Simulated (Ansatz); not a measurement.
Starting cell, SiO$_{2}$ (rutile):

```
CELL_PARAMETERS angstrom
      4.18475     0.00000     0.00000
      0.00000     4.18475     0.00000
      0.00000     0.00000     2.66845
ATOMIC_POSITIONS crystal
  Si 0.50000 0.50000 0.50000
  Si 0.00000 0.00000 0.00000
  O  0.80610 0.80610 0.50000
  O  0.30610 0.69390 0.00000
  O  0.69390 0.30610 0.00000
  O  0.19390 0.19390 0.50000
```

In this cell atom 5 (O, nearest neighbour Si at 1.760 Å; its periodic images, 2.7 Å or more away, move with it) is moved by u·(1.000, 0.000, 0.000) + v·(0.000, 1.000, 0.000); the rest is frozen.

The numbers are results of r2SCAN (plane waves to 500 eV, PAW, scalar-relativistic; Ansatz, a first-principles code), not measurements. k mesh 7×7×10 (Γ-centred), Fermi-Dirac smearing 0.05 eV. The energy includes the smearing's −TS. Points where atoms come too close for the PAW data are left out (x in tables, blank in figures). SiO2 was relaxed with its symmetry unable to fall. The PAW data are Ansatz's earlier set.

Changes of ΔE (meV/cell) from the point u = 0.000 Å, v = 0.000 Å when one coordinate moves alone (two changes are said to add if the coupling is within 5 % of the smaller one, nearly so within 20 %):

| point | change |
|---|---|
| u = 0.000 Å, v = -0.440 Å | 2281.5 |
| u = 0.000 Å, v = -0.293 Å | 1004.5 |
| u = 0.000 Å, v = -0.147 Å | 249.7 |
| u = -0.440 Å, v = 0.000 Å | 2174.9 |
| u = -0.293 Å, v = 0.000 Å | 981.1 |
| u = -0.147 Å, v = 0.000 Å | 247.5 |
| u = 0.147 Å, v = 0.000 Å | 249.7 |
| u = 0.293 Å, v = 0.000 Å | 1004.5 |
| u = 0.440 Å, v = 0.000 Å | 2281.5 |
| u = 0.000 Å, v = 0.147 Å | 247.5 |
| u = 0.000 Å, v = 0.293 Å | 981.1 |
| u = 0.000 Å, v = 0.440 Å | 2174.9 |

Q: Do the two effects add at u = -0.440 Å, v = 0.293 Å? Give the computed change.

A: The sum of the single changes is 2174.9 + (981.1) = 3156.0; the calculation gives 4997.7, so the coupling contributes 1841.7 (over 20 % of the smaller single change, not additive).

Q: Do the two effects add at u = -0.440 Å, v = -0.440 Å? Give the computed change.

A: The sum of the single changes is 2174.9 + (2281.5) = 4456.4; the calculation gives 2646.8, so the coupling contributes -1809.6 (over 20 % of the smaller single change, not additive).

Q: Do the two effects add at u = 0.293 Å, v = -0.293 Å? Give the computed change.

A: The sum of the single changes is 1004.5 + (1004.5) = 2009.0; the calculation gives 3714.1, so the coupling contributes 1705.1 (over 20 % of the smaller single change, not additive).

(A displaced cell: forces are minus the slopes of the energy, force constants its curvatures, and phonons follow from these.)
